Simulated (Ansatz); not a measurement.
# Compressing NiSb: a fit and a missing row

NiSb, P6_3/mmc, a = 3.916 Å, c = 5.070 Å. The structure is a COD entry; whether it is the stable form wasn't checked. Ansatz: PBEsol, PAW, 420 eV, Γ-centred 12×12×8 mesh on 4 atoms, Gaussian smearing 0.10 eV; no spin polarisation. Shape and atoms are relaxed at each volume; pressure is positive in compression.

| V (Å³/atom) | P (GPa) |
| --- | --- |
| 14.814 | 22.79 |
| 15.319 | 15.52 |
| 15.824 | ? |
| 16.329 | 4.30 |
| 16.834 | 0.00 |
| 17.339 | -3.59 |
| 17.844 | -6.59 |
| 18.517 | -9.81 |

Take V0 = 16.834 Å³/atom, fit the third-order Birch–Murnaghan form to the other rows, and predict the missing pressure.

With the Eulerian strain f = ½[(V0/V)^(2/3) − 1] and y = P/[3f(1 + 2f)^(5/2)], the form is the line y = B0 + 1.5 B0 (B0′ − 4) f. Rows (f, y): 0.04448, 138.0; 0.03244, 136.3; 0.01026, 132.8; -0.00976, 128.8; -0.01905, 127.1; -0.03078, 124.5. Means f = 0.004598, y = 131.25; Σ(Δf)² = 0.004415, ΣΔfΔy = 0.7907; the slope is their ratio. y = 130.4 + 179.1 f GPa, so B0 = 130.4 GPa and B0′ = 4 + 2 × (179.1)/(3 × 130.4) = 4.92. At V = 15.824, f = 0.02106, y = 134.17 and P = 9.40 GPa. The run gave 9.43 GPa, so the fit is 0.03 GPa too low, within twice the rms miss on the fitted rows (0.03 GPa).